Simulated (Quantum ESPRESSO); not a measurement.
## One change at a time to AlCuPtTaTi4

All numbers below are calculated, not measured. They come from Quantum ESPRESSO 7.5, a public plane-wave density functional program. Each row is one single-point run on a made-up periodic cell of eight metal atoms, with elements, volume, strain and displacements drawn at random and not relaxed, so a cell may be unstable or far from any real phase. There is no spin polarisation or spin-orbit coupling.

Settings: PBE unless stated; PseudoDojo standard norm-conserving files; Fermi-Dirac width 0.25 eV, which means electrons at about 2900 K; cutoff 1252 eV; 5 x 5 x 4 k mesh shifted half a step off Gamma. E is the free energy of the whole cell (internal energy minus TS), so a -TS column is already part of it. Stress is positive in tension, and the pressure P is minus a third of its trace.

Checks: one run of this series was repeated at a higher cutoff and on a denser mesh, which moved values by no more than 0.003 eV, 0.02 GPa and 0.003 eV/Å, and a second program with other atomic files agreed on it to 2 % rms in force and 0.5 GPa in pressure. Known limits: the copper pseudopotential is less sure than most, with forces differing by about three percent and pressure by about two GPa from a second method on plain copper; the tin pseudopotential is less sure than most, with forces differing by about three percent from a second method on plain tin; heavy elements are run without spin-orbit coupling, which real alloys of them have; a spin test at this wide smearing found no moment, but such smearing suppresses magnetism that the real alloy may have.

The lattice is face-centred cubic, and the cell vectors in Å are (2.061, 4.227, 2.109); (2.051, -4.194, 2.053); (4.097, -0.023, -4.147), a volume of 143.58 Å³ in run 1. The elements on sites 1 to 8 are Pt Cu Ti Ti Ti Ti Al Ta. Each later run makes one change to run 1 and keeps the rest. E is counted from run 1, and is n/a where other atomic files have another zero of energy.

| run | change | V (Å³) | P (GPa) | -TS (eV) | rms force (eV/Å) | largest change of a force component (eV/Å) | E (eV) |
|---|---|---|---|---|---|---|---|
| 1 | none | 143.58 | -10.31 | -2.046 | 0.336 | 0.000 | 0.000 |
| 2 | sites 6 and 7 exchanged | 143.58 | -9.58 | -2.088 | 0.294 | 0.160 | 0.421 |
| 3 | all lengths scaled by +1.89 % | 151.88 | -14.58 | -2.154 | 0.273 | 0.178 | ? |
| 4 | PBEsol in place of PBE | 143.58 | -14.62 | -2.046 | 0.310 | 0.077 | n/a |
| 5 | Sn on site 7 | 143.58 | -5.65 | -1.975 | 0.356 | 0.290 | n/a |
| 6 | site 6 moved by -0.17 Å along x | 143.58 | -9.85 | -2.030 | 0.430 | 0.841 | 0.114 |

## Worked estimate

Along a uniform scaling dE = -P dV. The mean of the two pressures is -12.445 GPa and the volume changes by 8.30 Å³, with 160.2 GPa to one eV/Å³. The same two rows give -V dP/dV = 76 GPa for this cell with clamped atoms, which is not the bulk modulus of a real alloy.

## Withheld value

Question: what E should run 3 give?

The estimate is 0.645 eV. The calculation gave 0.650 eV. The mean of two end points misses the curvature of P, and the finite cutoff adds a little.
